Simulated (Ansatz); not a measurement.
The start is a generated trial cell of LuBRh3 in the AFLOW prototype ABC3_hR10_161_a_a_b (as in LiNbO3). A full variable-cell relaxation at zero pressure is run with r2SCAN (plane waves to 500 eV, PAW, scalar-relativistic; Ansatz, an electronic-structure program). The first steps use a coarse 5×5×5 k-mesh.

Initial structure:
```
LuBRh3
1.0
    2.85321     1.64730     5.02339
   -2.85321     1.64730     5.02339
    0.00000    -3.29460     5.02339
Lu B Rh
2 2 6
Direct
  0.28750   0.28750   0.28750
  0.78750   0.78750   0.78750
  0.01280   0.01280   0.01280
  0.51280   0.51280   0.51280
  0.74643   0.14093   0.36263
  0.36263   0.74643   0.14093
  0.14093   0.36263   0.74643
  0.86263   0.64093   0.24643
  0.24643   0.86263   0.64093
  0.64093   0.24643   0.86263
```

### Question
How much energy is released per atom?

### Answer
0.91 eV/atom.

### Question
How does the volume per atom move from start to end?

### Answer
+0.3 %, from 14.17 to 14.21 Å³/atom.

### Question
How do the shortest distances between atoms change?

### Answer
The closest pairs of elements (up to four, under 3.6 Å), start → end: B–Rh 2.07 → 2.07 Å; Lu–Rh 2.29 → 2.93 Å; Rh–Rh 3.03 → 2.93 Å; B–Lu 3.40 → 3.59 Å.

### Question
What does it relax into? Give the structure.

### Answer

```cif
data_BLuRh3
_chemical_formula_sum 'Lu1 B1 Rh3'
_space_group_name_H-M_alt 'Pm-3m'
_space_group_IT_number 221
_space_group_name_Hall '-P 4 2 3'
_cell_length_a 4.14226
_cell_length_b 4.14226
_cell_length_c 4.14226
_cell_angle_alpha 90.000
_cell_angle_beta 90.000
_cell_angle_gamma 90.000
loop_
_atom_site_label
_atom_site_type_symbol
_atom_site_symmetry_multiplicity
_atom_site_Wyckoff_symbol
_atom_site_fract_x
_atom_site_fract_y
_atom_site_fract_z
_atom_site_occupancy
Lu1 Lu 1 b 0.50000 0.50000 0.50000 1
B1 B 1 a 0.00000 0.00000 0.00000 1
Rh1 Rh 3 d 0.00000 0.00000 0.50000 1
```

Final values are on a 11×11×11 k-mesh of the relaxed cell. The start holds a very short contact (Rh–B 2.07 Å). No spin polarisation in the result.

The run could not lose the symmetry of its start.
